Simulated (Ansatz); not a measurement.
Here is the system:

SrHI:
```xyz
6
Lattice="4.2797 0.0000 0.0000 0.0000 4.2797 0.0000 0.0000 0.0000 8.7164" Properties=species:S:1:pos:R:3 pbc="T T T"
Sr     0.0000     2.1399     1.3123
Sr     2.1399     0.0000     7.4041
H      2.1399     2.1399     0.0000
H      0.0000     0.0000     0.0000
I      0.0000     2.1399     5.8734
I      2.1399     0.0000     2.8430
```

This is the r²SCAN+D4-relaxed structure.

**Question.** All from r²SCAN+D4 in the plane-wave PAW code Ansatz, unless another level is named. Estimate the band gap.

**Answer.** 3.82 eV (indirect).

**Question.** And the smallest direct gap on the standard path?

**Answer.** 3.89 eV.

**Question.** Give the gap with spin–orbit coupling.

**Answer.** 3.67 eV.

**Question.** And the hole effective mass?

**Answer.** 0.29, 1.5, 1.5 mₑ (principal values).

**Question.** And the valence-band maximum?

**Answer.** at Z.

**Question.** Give the conduction-band minimum.

**Answer.** at M.

Space group P4/nmm. The workflow started from a Materials Project entry (that database holds measured and hypothetical structures alike); the Crystallography Open Database files this formula in space group No. 129, but the cells were not matched. Whether it is the stable phase at ambient conditions was not checked. The cell was relaxed with r²SCAN+D4 under the symmetry of its start; whether a distortion lowers the energy is not shown. Spin–orbit coupling is left out wherever it is not named.

Potentials: the later of the program's two PAW sets.
